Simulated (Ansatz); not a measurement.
Li2S (anti-fluorite, space group No. 225), the program Ansatz at the LDA level (PAW). The conduction-band minimum lies at X, with 3 equivalent valleys. Second derivatives d²E/dk² of the lowest band at one valley (eV·Å²), along Cartesian directions:

```
direction  d²E/dk²
---------  -------
[100]        12.38
[010]        23.71
[001]        23.71
[110]        18.05
[101]        18.05
[011]        23.71
```

Task: Find the principal effective masses, the density-of-states mass and the conductivity mass.

Result: Off-diagonal terms follow from H_xy = H[110] − (H_xx + H_yy)/2, and m*/mₑ = 7.620 eV·Å² over each eigenvalue: 0.32, 0.32, 0.62. One valley's DOS mass (m₁m₂m₃)^(1/3) = 0.40, conductivity mass 3/(Σ 1/mᵢ) = 0.38 mₑ.

Task: What effective density of states Nc follows at 300 K for parabolic valleys?

Result: Nc = 2.509e19 × 3 × (0.40)^(3/2) ≈ 1.9e19 cm⁻³.

Space group Fm-3m (anti-fluorite). The cell was relaxed with LDA under the symmetry of its start.

Potentials: the later of the program's two PAW sets.

Edges and masses are those of Kohn–Sham bands, whose gap is no quasiparticle gap.
